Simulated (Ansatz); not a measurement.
**Li (Im-3m), tetragonal deformation path**

Method: DFT r2SCAN, scalar-relativistic, plane waves, PAW in Ansatz 0.2.0. The runs took a 500 eV cutoff, a Γ-centred 22×22×22 mesh and Gaussian smearing (0.15 eV). No spin polarisation. Energies are free energies at this smearing, counted from the undisturbed cell; pressure is positive in compression.

The undisturbed cell (as given, not relaxed at this level; it stands at -0.2 GPa):

```
Li
1.0
    -1.75000    1.75000    1.75000
     1.75000   -1.75000    1.75000
     1.75000    1.75000   -1.75000
Li
1
Cartesian
  0.0000 0.0000 0.0000
```

At fixed volume and fractional coordinates, lengths along (0.000, 0.000, 1.000) are scaled against those across it; ρ is that ratio over its starting value. The cell is metallic on the mesh throughout.

```csv
ρ,ΔE (meV/atom)
0.707,51.3
0.850,5.2
1.000,0.0
1.200,0.0
1.414,-1.1
```

Question: Predict the pressure (GPa) at each point.

Answer:
```
    ρ  pressure (GPa)
0.707            -0.2
0.850            -0.3
1.000            -0.2
1.200            -0.3
1.414            -0.3
```